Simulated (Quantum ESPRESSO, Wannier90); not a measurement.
**Tight-binding from DFT: Ge (P6₃/mmc, model phase)**

```xyz
4
Lattice="3.9976 0.0000 0.0000 -1.9988 3.4620 0.0000 0.0000 0.0000 6.5994" Properties=species:S:1:pos:R:3 pbc="T T T"
Ge    -1.9988     1.1540     0.4151
Ge     1.9988    -1.1540    -0.4151
Ge     1.9988    -1.1540    -2.8846
Ge    -1.9988     1.1540     2.8846
```

Materials Project entry mp-1007760; symmetrised, unrelaxed at this level. This isn't the element's usual structure (diamond); take it as a model of another phase. Computed values, not measurements, from PBEsol: Quantum ESPRESSO (norm-conserving PseudoDojo potentials, cutoff 63 Ry, spinors with spin-orbit coupling) on a Γ-centred 6×6×4 mesh, then Wannier90. Density: 12×12×6 mesh, cold smearing 0.01 Ry.

The plane-wave run has 92 bands and 56 electrons a cell. On the energy scale of pw.x, whose zero is arbitrary, the Fermi level lies at 9.39 eV.

Isolated groups of bands, relative to the Fermi level (bands from 41 on overlap up to the last one computed):

| bands | from (eV) | to (eV) | filling | weight on atomic waves |
|---|---|---|---|---|
| 1–16 | -25.25 | -25.15 | filled | Ge 3d 100 % |
| 17–40 | -24.73 | -24.47 | filled | Ge 3d 100 % |

Input w.win, without the blocks of cell, atoms and k-points (144 lines):

```
num_bands = 52
num_wann = 34
exclude_bands = 1-40
spinors = true
num_iter = 1000
conv_tol = 1.0e-6
conv_window = 4
dis_num_iter = 1000
dis_conv_tol = 1.0e-6
dis_froz_max = 10.89
write_hr = true
write_u_matrices = true
begin projections
f=-0.32031,0.34329,0.06038: s;p
f=0.34547,-0.33391,-0.06372: s;p
f=0.34743,-0.32855,-0.43618: s;p
f=-0.33721,0.34200,0.44056: s;p
end projections
mp_grid = 6 6 4
```

This input has a fault. Which, and what does the program do?

wannier90.x -pp stops with:
```
w90_readwrite_get_projections: too few projection functions defined
```
The projections block defines fewer trial orbitals than num_wann. Mended as below, all else unchanged, the run goes through (Ω_I = 48.7 Å²) and follows the plane-wave bands to 9.5 meV rms (states up to 1.0 eV relative to the Fermi level).
```
num_wann = 32
```
